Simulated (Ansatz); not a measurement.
**HPbNO4: rattling a relaxed structure**

The cell was found from a structure generator's guess, not taken from experiment.

The calculation used DFT PBE, scalar-relativistic, plane waves, PAW (Ansatz). Settings: cutoff 420 eV, Γ-centred mesh 10×8×6 on the computed 7-atom cell, Gaussian smearing of 0.01 eV; no spin polarisation.

The cell below (7 atoms, space group P1 (No. 1)) is relaxed within its symmetry.

```
CELL_PARAMETERS angstrom
3.85707 0.00178 -0.03658
0.17353 4.33436 -0.01647
0.75803 0.83873 5.87662
ATOMIC_POSITIONS crystal
H 0.61511 0.89559 0.19844
Pb 0.64597 0.44651 0.91685
N 0.71474 0.23810 0.50058
O 0.16958 0.47007 0.77768
O 0.62919 0.97045 0.49845
O 0.56424 0.92583 0.03849
O 0.78022 0.42250 0.31951
```

For the test it was strained at random (σ = 1.5 % a component), the atoms were moved at random (σ = 0.15 Å), and all was relaxed again on a coarse 6×6×4 mesh (in the run’s order of axes) with 0.20 eV smearing, with no symmetry imposed.

These runs have no spin–orbit coupling, which can matter for Pb.

Question: Does it come back?

Answer: It returns, within 1 meV/atom of the unmoved cell on that mesh and with the same symmetry when read at 0.1 Å. So it is stable against the distortions that fit this cell and that this random move excites. Modes that don't fit the cell aren't tested.
